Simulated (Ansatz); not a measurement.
Input file for Ansatz (a program for electronic structure):

Ansatz 0.2 input:
```yaml
crystal:
  lattice:
    - [-1.2543079161, 1.2543079161, 5.6803352168]
    - [1.2543079161, -1.2543079161, 5.6803352168]
    - [1.2543079161, 1.2543079161, -5.6803352168]
  atoms:
    - { symbol: B, position: [0.75, 0.25, 0.5] }
    - { symbol: C, position: [0.8437371794, 0.8437371794, 0.0] }
    - { symbol: C, position: [0.1562628206, 0.1562628206, 0.0] }
    - { symbol: C, position: [0.5, 0.5, 0.0] }
    - { symbol: C, position: [0.4198891006, 0.9198891006, 0.5] }
    - { symbol: C, position: [0.0801108994, 0.5801108994, 0.5] }
kpoints:
  mp_grid: { grid: [23, 23, 23] }
hamiltonian:
  xc: r2scan
  pseudopotentials: { kind: paw }
scf:
  occupations: { method: gaussian, width: 0.05 }
checkpoint: { read: metal.run }
output: { write_density: true, elf: true, volumetric_format: npy }
basis: { fft_grid_basis: typed }
```

Output (shortened):

```
Pseudopotentials: kind: paw
Pseudopotential: B, paw, valence charge 3
Pseudopotential: C, paw, valence charge 4
Functional definition: r2SCAN
Crystal: 6 atoms, lattice volume = 35.747 Å³
Basis set: ecut = 500 eV, 921 PW (Γ), exchange–correlation on 180×180×180 points (64 copies of the dense FFT grid, shifted against one another)
Bands: 24, of which v1, the nominal top of the filled ones, is band 12 counted from 1 (11 counted from 0)
Symmetry: 8 space group operations
Space group: I-4m2 (ITA 119), of the structure as read, at distance tolerance 3.3e-5 Å
k-points: 936 of 12167 (time reversal used)
PAW frozen core: B, regenerated for the run's functional
PAW frozen core: C, regenerated for the run's functional
Initial density: read from a saved state, or passed on in memory by an earlier SCF of this step, an earlier step, the calling program or the single point that …
Stability of the state it starts from, as read at its close in the unpolarized treatment …
Initial wavefunctions: pseudopotential atomic-orbital guess
Eigensolver: davidson
Functional: x = r2scan, c = r2scan; τ floored in thin density (d = 2e-4 eV/Å³)
iter 1 solved again at ethr=2.52e-8 eV; its pass at ethr=3.10e-3 eV (dr2=5.79e-6 eV) is discarded
SCF iter   1: F=—  HF=-1413.662701 eV  |F-HF|=—  |Δ(HF+E_count)|=         —  Δρ=3.13e-7  dr2=3.96e-11  dr2_τ=2.91e-12  ethr=2.52e-8  ⟨swp⟩=3.5  Hψ=173216  notcnv=0
all-band conjugate gradients solve this SCF's bands
preconditioner: auto → none
SCF iter   2: F=-1413.662701 eV  HF=-1413.662701 eV  |F-HF|=6.62e-11  |Δ(HF+E_count)|=   9.62e-8  Δρ=2.70e-7  dr2=7.70e-11  dr2_τ=4.64e-12  ethr=1.00e-12  ⟨swp⟩=5.7  Hψ=75701  notcnv=0
SCF 1 converged in 2 iterations: F = -1413.662701 eV  dr2 = 7.70e-11
SCF converged after 2 iterations
Free energy (F): -1413.662701 eV
Harris-Foulkes:  -1413.662701 eV  (|F-HF|=6.62e-11)
Internal energy: -1413.662226 eV  (E = F + TS)
E sigma→0 (E₀):  -1413.662463 eV
Entropy (-TS):   -0.000475 eV (-0.079 meV/atom)
Fermi energy:    11.943713 eV
--- Per-component energies (eV) ---
  E_band       = 75.636154
  E_kinetic    = 506.643878
  E_local      = -367.990909  (includes V_loc(G=0)·N_el)
  E_nonlocal   = 143.621941
  E_hartree    = 90.482064
  E_xc         = -270.639550
  E_vxc        = -371.863199  (∫ρ·V_xc dr)
  E_paw        = -583.365911  (= ΣΔE_a)
  E_vpaw       = -35.196820  (= ΣTr[D̂ρ^β])
  E_aug_tail   = 0.000020  (compensation charges beyond the density's cutoff)
  E_vtau       = 19.457221  (kinetic-family band-sum trace: ∫τ·v_τ [+ j·A + Jᵃ·Aᵃ] dr)
  E_ewald      = -932.271447
  E_core_change = -0.142311  (= ΣΔE_core)
  E_smearing   = -0.000475  (= −TS)
  E_closure    =  0.000000  (closes the sum)
  Σ components = -1413.662701   (vs F -1413.662701, Δ=0.00e0)
  [band-id]    e_kinetic+e_local+e_nonlocal+2·e_hartree+e_vxc+e_vpaw+e_augmentation_tail+e_vtau = 75.636261   (vs E_band 75.636154, Δ=1.07e-4)
--- Band table (eV; the first three rows and the last of 936) ---
  k-point 0: bands = ["-9.6934", "-6.2316", "-4.0800", "4.3951", "5.1873", "6.6648", "6.6648", "8.6268", "8.6268", "12.2337", "13.8085", "13.8085", "17.3905", "17.5816", "18.8686", "18.8686", "19.3914", "21.5124", "21.7883", "26.9156", "27.0523", "27.0523", "28.1239", "28.1239"]
  k-point 1: bands = ["-9.6205", "-6.1639", "-4.0125", "4.3473", "5.1006", "6.5667", "6.5879", "8.4407", "8.4900", "11.9989", "13.5117", "13.6293", "17.7272", "17.8869", "18.7961", "19.0987", "19.7334", "21.8376", "22.0484", "26.7925", "26.8234", "27.0867", "27.8881", "28.0881"]
  k-point 2: bands = ["-9.4022", "-5.9617", "-3.8113", "4.1742", "4.8156", "6.3178", "6.3932", "7.9892", "8.1663", "11.3920", "12.7882", "13.1222", "18.5374", "18.6263", "18.7876", "19.7498", "20.6148", "22.6612", "22.7587", "26.0658", "26.3638", "27.1106", "27.5338", "28.0601"]
  k-point 935: bands = ["-9.3940", "-7.3590", "-1.2896", "0.1028", "6.2075", "6.4450", "9.0413", "9.5025", "9.7815", "10.0992", "12.2670", "12.4090", "17.6578", "17.7475", "19.3325", "20.2438", "21.9831", "22.0430", "22.6257", "22.6333", "25.4922", "27.3496", "29.2144", "30.3998"]
  band table: 24 of 24 bands, residual norms ≤ 1.0e-3 eV
```

Cost: around 2.5 core-minutes (rough) on shared cores.

The workflow started from a Materials Project entry (that database holds measured and hypothetical structures alike); the Crystallography Open Database copy checked does not list it. Whether it is the stable phase at ambient conditions was not checked. The cell was relaxed with r²SCAN under the symmetry of its start; its stability against distortions is not shown here. Its formation energy is positive at this level, so the cell may be metastable or incomplete.

Potentials: the later of the program's two PAW sets.

Ansatz is a plane-wave DFT program.
